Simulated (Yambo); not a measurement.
BSE-type run in Yambo on BaNiF6 (space group R-3m, No. 166), at zero momentum.

Quantum ESPRESSO step (LDA, PseudoDojo standard norm-conserving files, scalar-relativistic):
```
&CONTROL
  calculation = 'nscf'
  pseudo_dir = './pseudo'
  outdir = './out'
/
&SYSTEM
  ibrav = 0
  nat = 8
  ntyp = 3
  ecutwfc = 98.0
  ecutrho = 392.0
  occupations = 'fixed'
  force_symmorphic = .true.
  nbnd = 79
/
&ELECTRONS
  conv_thr = 8e-09
  diago_full_acc = .true.
  diago_thr_init = 1e-08
/
ATOMIC_SPECIES
F 18.9984 F.upf
Ni 58.6934 Ni.upf
Ba 137.3270 Ba.upf
CELL_PARAMETERS angstrom
  3.657560054000   2.111693282000   2.325133000000
 -3.657560054000   2.111693282000   2.325133000000
  0.000000000000  -4.223386563000   2.325133000000
ATOMIC_POSITIONS crystal
F   0.734835000000   0.734835000000   0.073650000000
F   0.265165000000   0.265165000000   0.926350000000
F   0.073650000000   0.734835000000   0.734835000000
F   0.926350000000   0.265165000000   0.265165000000
F   0.734835000000   0.073650000000   0.734835000000
F   0.265165000000   0.926350000000   0.265165000000
Ni   0.000000000000   0.000000000000   0.000000000000
Ba   0.500000000000   0.500000000000   0.500000000000
K_POINTS automatic
4 4 4 0 0 0
```

Yambo input:
```
rim_cut
optics
bse
bss
dipoles
tddft
RandQpts= 1000000
RandGvec= 1 Ry
FFTGvecs= 40 Ry
BSKmod= "ALDA"
BSEmod= "resonant"
BSSmod= "hs"
BSENGexx= 15 Ry
% KfnQP_E
 3.0 | 1.0 | 1.0 |
%
% BSEQptR
 1 | 1 |
%
% BSEBands
 15 | 38 |
%
% BEnRange
 0.0 | 12.7 | eV
%
% BDmRange
 0.15 | 0.15 | eV
%
BEnSteps= 254
% BLongDir
 1.0 | 0.0 | 0.0 |
%
BSHayTrs= -0.02
BSSNEig= 24
WRbsWF
```

From the report:

The dimension is k points × valence × conduction bands = 64 × 21 × 3 = 4032.
```
  [SLEPC] Approach                          : Krylov-Schur
  [SLEPC] Number of requested eigenvalues   :  24
  [SLEPC] Number of eigenvalues        [NEV]:  24
   [K] Dimension                                    :   4032
   [K] Bands                                        :   15   38
   [K] Exchange res                                 : yes
   [K] Correlation res                              : no
   [K] W interaction is bare                        : no
   [K] RL vectors exchange                          :   731
```
Lowest eigenvalues (eV; in brackets the number of states within 2 meV): 4.22 (1), 4.24 (2), 4.32 (1), 4.35 (2), 4.36 (3), 4.39 (1). They depend on the mesh, which isn't converged, and on the G0W0 scissor.

Geometry of the Materials Project entry, not relaxed at this level.

The structure is a Materials Project entry; no match was found in the copy of COD used, and its stability was not checked.

The runs are not spin-polarised; magnetic order was not tried.
